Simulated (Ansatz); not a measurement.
Input deck for Ansatz 0.2.0, then the block of the output on the nuclei.

The cell is a COD entry, relaxed with PBE at fixed cell and then changed (volume scaled by 1.06, ions relaxed).

```yaml
crystal:
  lattice:
    - [-1.9292094213, 1.9292094213, 4.8506040801]
    - [1.9292094213, -1.9292094213, 4.8506040801]
    - [1.9292094213, 1.9292094213, -4.8506040801]
  atoms:
    - { symbol: Ti, position: [0.0, 0.0, 0.0] }
    - { symbol: Ti, position: [0.75, 0.25, 0.5] }
    - { symbol: O, position: [0.2087868538, 0.2087868538, 0.0] }
    - { symbol: O, position: [0.9587868538, 0.4587868538, 0.5] }
    - { symbol: O, position: [0.5412131462, 0.0412131462, 0.5] }
    - { symbol: O, position: [0.7912131462, 0.7912131462, 0.0] }
kpoints:
  mp_grid: { grid: [11, 11, 11] }
scf:
  occupations: { method: fermi_dirac, width: 0.02 }
hamiltonian:
  xc: pbe
  pseudopotentials: { kind: paw }
output:
  forces: true
  stress: true
  populations: true
  efg:
    quadrupole_moments_barn: { Ti: 0.247, O: -0.02558 }
    contact_densities: true
relax:
  f_tol: 0.02
  max_steps: 60
```

```sh
ansatz run input.yaml --threads 1 --pin off --max-ram 3072MiB --backend cpu --events-out ev --progress --plain --runs-dir out
```

The run relaxes the ions first, and the block belongs to the relaxed positions.

Of the output, the block on the nuclei alone is shown; the set-up, the SCF iterations, energies, forces and stress are cut.

```
--- PAW observables at the nuclei: V_zz in 10²¹ V/m², potentials from the cell's mean, atoms counted from 1 ---
  atom   1  Ti V_zz =    -0.358329   η = 0.0000   by run symmetry: allowed   C_q = -2.1401 MHz
            electrostatic potential = -2524.654069 V   contact ρ = 56791.465011 e/Å³
  atom   2  Ti V_zz =    -0.358329   η = 0.0000   by run symmetry: allowed   C_q = -2.1401 MHz
            electrostatic potential = -2524.654069 V   contact ρ = 56791.465011 e/Å³
  atom   3  O  V_zz =    +2.219025   η = 0.2798   by run symmetry: allowed   C_q = -1.3725 MHz
            electrostatic potential = -622.537979 V   contact ρ = 2157.518375 e/Å³
  atom   4  O  V_zz =    +2.219025   η = 0.2798   by run symmetry: allowed   C_q = -1.3725 MHz
            electrostatic potential = -622.537979 V   contact ρ = 2157.518375 e/Å³
  atom   5  O  V_zz =    +2.219025   η = 0.2798   by run symmetry: allowed   C_q = -1.3725 MHz
            electrostatic potential = -622.537979 V   contact ρ = 2157.518375 e/Å³
  atom   6  O  V_zz =    +2.219025   η = 0.2798   by run symmetry: allowed   C_q = -1.3725 MHz
            electrostatic potential = -622.537979 V   contact ρ = 2157.518375 e/Å³
```

The relaxation (4 steps) took 45 s of wall time (45 s of CPU time) and 0.53 GiB at its peak, on 1 thread of Arm Neoverse V1 (aarch64; 8 cores open to the job, memory cap 3.0 GiB, no GPU), a shared host with a load of 0.5 a core.

At this changed cell the PBE pressure is -6 GPa.
